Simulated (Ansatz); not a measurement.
BaTiO$_{3}$:
```cif
data_BaO3Ti
_chemical_formula_sum 'Ba1 Ti1 O3'
_space_group_name_H-M_alt 'P 1'
_space_group_IT_number 1
_cell_length_a 3.95502
_cell_length_b 3.95502
_cell_length_c 3.92410
_cell_angle_alpha 90.000
_cell_angle_beta 90.000
_cell_angle_gamma 90.103
loop_
_space_group_symop_operation_xyz
  'x, y, z'
loop_
_atom_site_label
_atom_site_type_symbol
_atom_site_fract_x
_atom_site_fract_y
_atom_site_fract_z
_atom_site_occupancy
Ba1 Ba 0.99831 0.00169 0.00000 1
Ti1 Ti 0.48830 0.51170 0.50000 1
O1 O 0.50894 0.98550 0.50000 1
O2 O 0.01450 0.49106 0.50000 1
O3 O 0.51006 0.48994 0.00000 1
```

Relaxed with LDA.

Problem. Give the optical modes at the zone centre with their infrared and Raman activity from DFPT, the program Ansatz at the LDA level (PAW).

Solution. Transverse frequencies, without the LO–TO term; a row sums one degenerate level.

```
ω (cm⁻¹)  degeneracy  IR ((D/Å)²/amu)  Raman (Å⁴/amu)  activity  symmetry
--------  ----------  ---------------  --------------  --------  --------
69i                1            77.58             120  IR+Raman        B1
169                1            32.06              64  IR+Raman        B2
176                1             8.64              21  IR+Raman        A1
179                1             1.59            0.21  IR+Raman        B1
197                1            38.45             250  IR+Raman        B2
236                1            50.44            1200  IR+Raman        A1
283                1             0.10           0.080  IR+Raman        B2
289                1             0.00              16     Raman        A2
296                1             0.05              18  IR+Raman        A1
481                1             4.95              12  IR+Raman        B1
485                1             7.70              87  IR+Raman        B2
510                1             8.97             730  IR+Raman        A1
```

Problem. How high does the top mode go among those that the LO–TO term moves?

Solution. 686 cm⁻¹ for q along x, 706 cm⁻¹ for q along y, 700 cm⁻¹ for q along z.

Space group Amm2. This is a known low-temperature phase of the composition, computed here at zero pressure and temperature. The LDA relaxation kept the symmetry of its start. At this level the phase is dynamically unstable (imaginary phonons). The run is not spin-polarised. Spin–orbit coupling is left out wherever it is not named.

Potentials: the earlier of the program's two PAW sets. The files were generated under PBE; for other functionals the program regenerates the frozen cores, and for LDA and PBEsol the local potential too.
